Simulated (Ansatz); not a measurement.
# Pd (simple cubic): energy against volume

Method: Ansatz, DFT, r2SCAN, plane waves (500 eV) with PAW, scalar-relativistic. (PAW data from PBE, frozen cores regenerated.)

The cell is scaled uniformly from the relaxed one, with fractional coordinates and shape fixed. Energies are extrapolated to zero smearing, pressures are those at the given smearing. Magnetic state: non-magnetic.

A Birch-Murnaghan fit gives V₀ = 17.34 Å³/atom, B₀ = 136 GPa, B₀′ = 5.4.

**Question.** What are the energy above the minimum and the pressure at 15.255 Å³/atom?

**Answer.** 139.7 meV/atom and 24.61 GPa as computed.

**Question.** What are the energy above the minimum and the pressure at 16.642 Å³/atom?

**Answer.** 13.1 meV/atom and 6.27 GPa as computed.

**Question.** What are the energy above the minimum and the pressure at 19.416 Å³/atom?

**Answer.** 82.5 meV/atom and -11.28 GPa as computed.
